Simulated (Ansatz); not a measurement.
A geometry of PbO2 away from equilibrium: step 2 of the relaxation of a relaxed PbO2 cell, doubled along one cell vector, shaken by Gaussian noise of σ = 0.08 Å a coordinate. Level of theory: PBEsol (plane waves to 420 eV, PAW, scalar-relativistic; Ansatz, a program for electronic structure). Γ-centred k-mesh 8×4×5 on the run's cell (coarser than for final values), Fermi–Dirac smearing 0.05 eV.

```xyz
6
Lattice="3.3520 -0.0038 -0.0014 -3.3586 5.8398 -0.0117 -0.0020 -0.0107 4.7776" Properties=species:S:1:pos:R:3:forces:R:3 pbc="T T T" free_energy=-25747.428 pressure_GPa=2.1
O     -0.0260     1.9570     3.4228   -0.4722   -0.3678    0.1346
O     -1.6462     4.8644     3.3848   -0.4599   -0.4664    0.3916
O      1.6840     0.9321     1.3135   -0.2304    0.0202   -0.1405
O      0.0312     3.9379     1.2905   -0.3725   -0.8456   -0.0398
Pb    -0.0191    -0.0495     2.3931    0.4534    0.1500   -0.0455
Pb    -1.7758     2.8241     2.3439    1.0815    1.5095   -0.3004
```

Positions in Å, forces in eV/Å, free energy of the cell in eV (comparable only within this code, potentials and settings). Largest force: 1.88 eV/Å, on Pb6 (atoms numbered as listed); the geometry lies 0.03 eV/atom above the end of its relaxation.

No spin polarisation in the result. Without a van der Waals term the distances between weakly bound units are poorly fixed.

The end of the path is a generated cell of PbO2: the first start was made by a random draw of sites in a space group, and the end was not matched to a known phase here, so it may be hypothetical. Known forms of PbO2 include space group No. 136.
